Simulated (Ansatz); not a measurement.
Nb:
```yaml
crystal:
  lattice:
    - [0.00000, 2.10328, 2.10328]
    - [2.10328, 0.00000, 2.10328]
    - [2.10328, 2.10328, 0.00000]
  atoms:
    - { symbol: Nb, position: [0.00000, 0.00000, 0.00000] }
```

Relaxed with r²SCAN+D4. Special points in fractions of this cell's reciprocal vectors: Γ (0.000, 0.000, 0.000); X (0.500, 0.000, 0.500); U (0.625, 0.250, 0.625); K (0.375, 0.375, 0.750); L (0.500, 0.500, 0.500); W (0.500, 0.250, 0.750).

**Question.** List the band energies nearest the Fermi level at these points for r²SCAN+D4 in the plane-wave PAW code Ansatz.

**Answer.** In eV from the Fermi level; about four levels below and three above (degenerate sets whole), none deeper than 8.9 eV; … stands for higher levels left out; points with the same levels are listed once.

```json
[
 {"k": "Γ", "below": "-6.61", "above": "0.13 0.13 0.13"},
 {"k": "X", "below": "-4.29 -3.57", "above": "3.69 5.00 …"},
 {"k": "U", "below": "-3.28 -2.41", "above": "0.53 3.02 …"},
 {"k": "L", "below": "-4.09 -0.02 -0.02", "above": "1.29 …"},
 {"k": "W", "below": "-2.81 -1.24 -1.24", "above": "2.10 …"}
]
```

Space group Fm-3m (fcc (Cu type)). The workflow started from an entry of the Crystallography Open Database (COD), which files this formula under 2 space groups. It is not the phase usual at ambient conditions (space group No. 229). Symmetry was held in the r²SCAN+D4 relaxation. At this level the phase is mechanically unstable. The run is not spin-polarised. The pairwise dispersion correction was not fitted to metals. Spin–orbit coupling is left out wherever it is not named.

Potentials: the later of the program's two PAW sets.
